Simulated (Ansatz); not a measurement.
Ca:
```xyz
4
Lattice="3.7604 0.0000 0.0000 -1.8802 3.2566 0.0000 0.0000 0.0000 12.4461" Properties=species:S:1:pos:R:3 pbc="T T T"
Ca     0.0000     0.0000     0.0000
Ca     0.0000     0.0000     6.2230
Ca     0.0000     2.1711     3.1115
Ca     1.8802     1.0855     9.3345
```

Relaxed with LDA. Special points in fractions of this cell's reciprocal vectors: Γ (0.000, 0.000, 0.000); M (0.500, 0.000, 0.000); K (0.333, 0.333, 0.000); A (0.000, 0.000, 0.500); L (0.500, 0.000, 0.500); H (0.333, 0.333, 0.500).

### Question
List the band energies nearest the Fermi level at these points for LDA in the plane-wave PAW code Ansatz.

### Answer
In eV from the Fermi level; about four levels below and three above (degenerate sets whole), none deeper than 8.9 eV; points with the same levels are listed once.

| k | below | above |
|---|---|---|
| Γ | -3.16 -3.16 -1.17 -0.12 | 1.31 1.33 2.22 2.22 |
| M | -1.13 -0.82 -0.80 -0.63 | 0.02 0.19 0.33 |
| K | -0.23 -0.20 -0.20 | 0.18 0.18 0.27 0.27 |
| A | -3.96 -3.96 -2.03 -2.03 | 0.53 0.53 1.96 1.96 |
| L | -1.03 -1.03 -0.68 -0.68 | 0.08 0.08 0.39 0.39 |
| H | -0.07 -0.07 -0.05 -0.05 | 0.46 0.46 0.92 0.92 |

Space group P6_3/mmc (dhcp (α-La type)). The first step of the workflow began from a Materials Project structure, measured or hypothetical; the Crystallography Open Database files this formula in space group No. 194, but the cells were not matched. It is not the phase usual at ambient conditions (space group No. 225). Symmetry was held in the LDA relaxation; whether a distortion lowers the energy is not shown.

Potentials: the later of the program's two PAW sets.
